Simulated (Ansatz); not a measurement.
## Relaxing MoSi₂

**What was measured.** “Giant magnetoresistance, Fermi surface topology, Shoenberg effect and vanishing quantum oscillations in type-II Dirac semimetal candidates MoSi2 and WSi2”, 2022, arxiv:2202.05362 reports, for a powder of MoSi2: lattice constant a 3.20519 Å; lattice constant c 7.84461 Å.

The results are compared with them further down.

Level of theory: DFT, r²SCAN, scalar-relativistic, no spin polarisation; plane waves to 500 eV with PAW datasets (Ansatz 0.2.0), Γ-centred 14×14×14 mesh, 0.05 eV Gaussian smearing; PAW files: Ansatz's generated set soft_2.

The chain of runs began from a cell as deposited in COD, expanded in volume.

The first cell:

```
Si Mo
1.0
    -1.60532    1.60532    3.94356
     1.60532   -1.60532    3.94356
     1.60532    1.60532   -3.94356
Si Mo
2 1
Direct
  0.33300 0.33300 0.00000
  0.66700 0.66700 0.00000
  0.00000 0.00000 0.00000
```

The first steps of the search for zero pressure:

```
run        level    k-mesh                                   kind  V (Å³/atom)  P (GPa)  gap on the mesh (eV)
  1  PBE, 420 eV     8×8×8                 cell and atoms relaxed        13.58      0.0                 metal
  2       r²SCAN  14×14×14  shape and atoms relaxed, volume fixed        13.58     -3.5                 metal
```

At which volume does r²SCAN reach zero pressure?

13.36 Å³/atom, about 1.4 % under the start.

The steps that followed:

```
run   level    k-mesh                                   kind  V (Å³/atom)  P (GPa)  E − E(final) (meV/atom)  gap on the mesh (eV)
  3  r²SCAN  14×14×14  shape and atoms relaxed, volume fixed        13.27      1.5                      0.4                 metal
  4  r²SCAN  14×14×14  shape and atoms relaxed, volume fixed        13.36      0.0                      0.0                 metal
```

The final structure (symmetry read at 0.01 Å). The structure is tetragonal, space group I4/mmm (No. 139). Conventional cell: a = 3.202 Å, b = 3.202 Å, c = 7.817 Å, α = 90.00°, β = 90.00°, γ = 90.00°. Si (site symmetry 4mm) has 5 Si at 2.58 to 2.63 Å and 5 Mo at 2.60 to 2.62 Å as nearest neighbours. Around Mo (site symmetry 4/mmm) lie 10 Si at 2.60 to 2.62 Å. (Shells end 15 % past the nearest neighbour.)

```
atom  site  symmetry       x       y       z
  Si    4e       4mm  0.0000  0.0000  0.3353
  Mo    2a     4/mmm  0.0000  0.0000  0.0000
```

- At the final geometry the gap, band path included, is zero (metallic).
- The equation of state gives B0 = 218 GPa and B0′ = 4.5.
- Against the elements' standard states, run alike and uncorrected, the formation energy is -0.47 eV/atom.
- The runs in the table took roughly 4 core-minutes.

**Against experiment.** Against the measured lattice constant a of MoSi2, 3.20519 Å (powder; “Giant magnetoresistance, Fermi surface topology, Shoenberg effect and vanishing quantum oscillations in type-II Dirac semimetal candidates MoSi2 and WSi2”, 2022, arxiv:2202.05362), the calculated 3.202 Å is off by -0.1 %. A measured lattice constant c of MoSi2 is 7.84461 Å (powder; “Giant magnetoresistance, Fermi surface topology, Shoenberg effect and vanishing quantum oscillations in type-II Dirac semimetal candidates MoSi2 and WSi2”, 2022, arxiv:2202.05362); the calculated 7.817 Å misses it by -0.4 %. The calculation is for a static lattice, without zero-point motion or thermal expansion.
